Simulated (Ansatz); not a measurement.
Ag:
```xyz
6
Lattice="0.0000 3.8607 3.8607 3.8607 0.0000 3.8607 3.8607 3.8607 0.0000" Properties=species:S:1:pos:R:3 pbc="T T T"
Ag     5.7910     5.7910     5.7910
Ag     3.8607     3.8607     3.8607
Ag     2.8955     0.9652     2.8955
Ag     0.9652     0.9652     0.9652
Ag     0.9652     2.8955     2.8955
Ag     2.8955     2.8955     0.9652
```

Relaxed with PBE. Special points in fractions of this cell's reciprocal vectors: Γ (0.000, 0.000, 0.000); X (0.500, 0.000, 0.500); U (0.625, 0.250, 0.625); K (0.375, 0.375, 0.750); L (0.500, 0.500, 0.500); W (0.500, 0.250, 0.750).

Q: List the band energies nearest the Fermi level at these points for PBE with spin–orbit coupling in the plane-wave PAW code Ansatz.

A: In eV from the Fermi level; about four levels below and three above (degenerate sets whole), none deeper than 8.9 eV; points with the same levels are listed once.

| k | below | above |
|---|---|---|
| Γ | -2.41 -2.41 -2.41 -2.41 | 0.36 0.36 1.75 1.75 |
| X | -2.78 -2.78 -2.78 -2.78 | 0.02 0.02 0.02 0.02 |
| U | -2.51 -2.51 -2.13 -2.13 | 0.36 0.36 0.47 0.47 |
| L | -2.96 -2.96 -2.45 -2.45 | 0.55 0.55 1.47 1.47 |
| W | -1.88 -1.88 -1.83 -1.83 | 3.18 3.18 3.18 3.18 |

Space group Fd-3m. The start of the workflow was typed in or built on a structure type; neither database checked (COD, Materials Project) lists it. It is not the phase usual at ambient conditions (space group No. 225). Symmetry was held in the PBE relaxation; whether a distortion lowers the energy is not shown. The run is not spin-polarised.

Potentials: the earlier of the program's two PAW sets.
